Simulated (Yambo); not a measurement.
**Convergence of the G0W0 gap of Bi₂TeSe₂ monolayer**

G0W0@PBEsol for a free-standing Bi₂TeSe₂ monolayer (symmetry P-3m1, slab cell 23.6 Å high) in Yambo. Reference settings: 6×6×1 Γ-centred k mesh, bands 11 to 157 and a 5 Ry block in the screening, 157 bands in G with the Bruneval-Gonze terminator, plasmon pole fitted at 27.2 eV, slab-truncated Coulomb interaction, stochastic integration of W near q = 0. The PBEsol gap (0, 0.167) → Γ on this mesh is 1.12 eV; G0W0 gaps are taken between the same points.

```
change from the reference       G0W0 gap (0, 0.167) → Γ (eV)  shift of the valence edge (eV)        rough Yambo cost
------------------------------  ----------------------------  ------------------------------  ----------------------
reference settings                                      1.80                           -0.64                       1
74 bands in W, 74 bands in G                            1.84                           -0.40  within a factor of two
108 bands in W, 108 bands in G                          1.81                           -0.54  within a factor of two
74 bands in G                                           1.82                           -0.51                       –
108 bands in G                                          1.80                           -0.60                       –
86 bands in W                                           1.81                           -0.54  within a factor of two
no stochastic integration of W                          3.01                           -1.28                       –
pole fitted at 40 eV                                    1.81                           -0.67                       –
74 bands in G, no terminator                            1.83                           -0.09                       –
108 bands in G, no terminator                           1.80                           -0.32                       –
no terminator                                           1.80                           -0.47                       –
```

The reference isn't shown to be the converged limit. Costs are rough (shared machines), scaled to the same edge states, and given only for runs that recompute the screening. Without the stochastic integration, the mesh misses the sharp change of W near q = 0 in a layer: the 1.20 eV of that row are a sampling artefact.

Spin-orbit coupling is left out; with 6p states at a band edge it can lower the gap by many tenths of an eV, most of a small gap.

The standard potentials for Bi, Se, Te keep a d shell in the valence without the s and p states of that shell. In tests on such compounds this moved G0W0 gaps by up to about 0.9 eV, so absolute quasiparticle energies here are unreliable; differences between settings are what counts.

Geometry relaxed with PBEsol; primitive cell a = 4.1968 Å, b = 4.1968 Å, c = 23.6000 Å, α = 90.00°, β = 90.00°, γ = 120.00°.

This is a model layer cut from the bulk structure; whether it is stable on its own was not checked.

A shift is the quasiparticle energy of the state minus its PBEsol energy.
